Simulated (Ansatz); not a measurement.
Level of theory: DFT PBE, scalar-relativistic, plane waves, PAW (Ansatz 0.2.0). Settings: cutoff 420 eV, Γ-centred meshes spaced at most about 0.3 Å⁻¹, and about 0.25 Å⁻¹ or finer for metals (2π included), Gaussian smearing. Collinear spin in cells that started with moments and kept them past the coarse steps, no spin elsewhere.

The zero of energy is the elements' standard structures at the same level (N₂ as a molecule); no fitted shifts are applied.

A relaxed structure of SrCoN2 has 13.46 Å³/atom, −0.08 eV/atom against the elements, no gap on its mesh, a net moment of 0.37 μB/atom:

```cif
data_structure
_symmetry_space_group_name_H-M 'P 1'
_symmetry_Int_Tables_number 1
_cell_length_a 3.7054
_cell_length_b 3.7054
_cell_length_c 3.9212
_cell_angle_alpha 90.000
_cell_angle_beta 90.000
_cell_angle_gamma 90.000
_cell_volume 53.84
loop_
_atom_site_label
_atom_site_type_symbol
_atom_site_fract_x
_atom_site_fract_y
_atom_site_fract_z
_atom_site_occupancy
Sr1 Sr 0.50000 0.50000 0.50000 1
Co1 Co 0.00000 0.00000 0.00000 1
N1 N 0.50000 0.00000 0.00000 1
N2 N 0.00000 0.50000 0.00000 1
```

Q: Rh takes the place of Co on the same sites, and the cell is relaxed. What changes?

A: SrRhN2 has a = 3.899 Å, c = 3.846 Å: 14.62 Å³/atom, −0.11 eV/atom against the elements, no gap on its mesh. The volume per atom changes by +8.6 % and the formation energy by -0.03 eV/atom (from unrounded values). The moments change too, so the valence or magnetic state isn't the same. Covalent radii: Co 1.26 Å, Rh 1.42 Å; electronegativities 1.88 and 2.28. The cell follows the size of the atom. Sr is surrounded by 8 N at 2.74 Å and 8 Rh at 3.36 Å; around Rh lie 4 N at 1.95 Å and 8 Sr at 3.36 Å; N has 2 Rh at 1.95 Å, 4 Sr at 2.74 Å and 4 N at 2.76 Å.

```cif
data_structure
_symmetry_space_group_name_H-M 'P4/mmm'
_symmetry_Int_Tables_number 123
_cell_length_a 3.8989
_cell_length_b 3.8989
_cell_length_c 3.8462
_cell_angle_alpha 90.000
_cell_angle_beta 90.000
_cell_angle_gamma 90.000
_cell_volume 58.47
loop_
_atom_site_label
_atom_site_type_symbol
_atom_site_symmetry_multiplicity
_atom_site_Wyckoff_symbol
_atom_site_fract_x
_atom_site_fract_y
_atom_site_fract_z
_atom_site_occupancy
Sr1 Sr 1 d 0.50000 0.50000 0.50000 1
Rh1 Rh 1 a 0.00000 0.00000 0.00000 1
N1 N 2 f 0.50000 0.00000 0.00000 1
```

The two cells were relaxed from separate starts that ended on the same group and sites; neither need be the stable form of its compound. Another magnetic order may lie lower. Cells relaxed within their symmetry can be saddle points.
